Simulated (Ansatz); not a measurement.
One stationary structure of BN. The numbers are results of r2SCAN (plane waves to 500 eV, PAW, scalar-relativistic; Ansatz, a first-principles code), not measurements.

```cif
data_B4N4
_chemical_formula_sum 'B4 N4'
_space_group_name_H-M_alt 'P 1'
_space_group_IT_number 1
_cell_length_a 4.40191
_cell_length_b 4.40191
_cell_length_c 2.53820
_cell_angle_alpha 90.000
_cell_angle_beta 90.000
_cell_angle_gamma 90.000
loop_
_space_group_symop_operation_xyz
  'x, y, z'
loop_
_atom_site_label
_atom_site_type_symbol
_atom_site_fract_x
_atom_site_fract_y
_atom_site_fract_z
_atom_site_occupancy
B1 B 0.32580 0.67420 0.00000 1
B2 B 0.82580 0.82580 0.50000 1
B3 B 0.17420 0.17420 0.50000 1
B4 B 0.67420 0.32580 0.00000 1
N1 N 0.31226 0.31226 0.00000 1
N2 N 0.81226 0.18774 0.50000 1
N3 N 0.18774 0.81226 0.50000 1
N4 N 0.68774 0.68774 0.00000 1
```

Find the space group and the Wyckoff positions (tolerance 0.01 Å).

Space group P4₂/mnm (No. 136); a = b = 4.4019 Å, c = 2.5382 Å, α = β = γ = 90.00°

```
atom  site  symmetry       x       y       z
----  ----  --------  ------  ------  ------
B       4g      m.2m  0.1742  0.1742  0.5000
N       4f      m.2m  0.3123  0.3123  0.0000
```

This is the AFLOW prototype AB_tP8_136_g_f (as in BeO).

Give the shortest distances between elements (the closest pairs, up to four, under 3.6 Å).

B–N 1.53 Å; B–B 2.17 Å; N–N 2.34 Å.

```yaml
volume_per_atom: 6.15 Å³
band_gap: 5.31 eV, indirect (valence top at 89 % of the way from M to Γ, conduction bottom at k = (0, 0, 0.3077)) (no spin-orbit coupling)
smallest_direct_gap: 6.49 eV at 45 % of the way from Γ to Z
```

No spin polarisation in the result.

The run could not lose the symmetry of its start.

The first start was generated by placing the elements on the sites of a structure type. Materials Project lists a structure of BN in the same space group, P4₂/mnm (No. 136); the sites were not compared with it, nor with measured phases. Known forms of BN include space group No. 186, 194, 216.
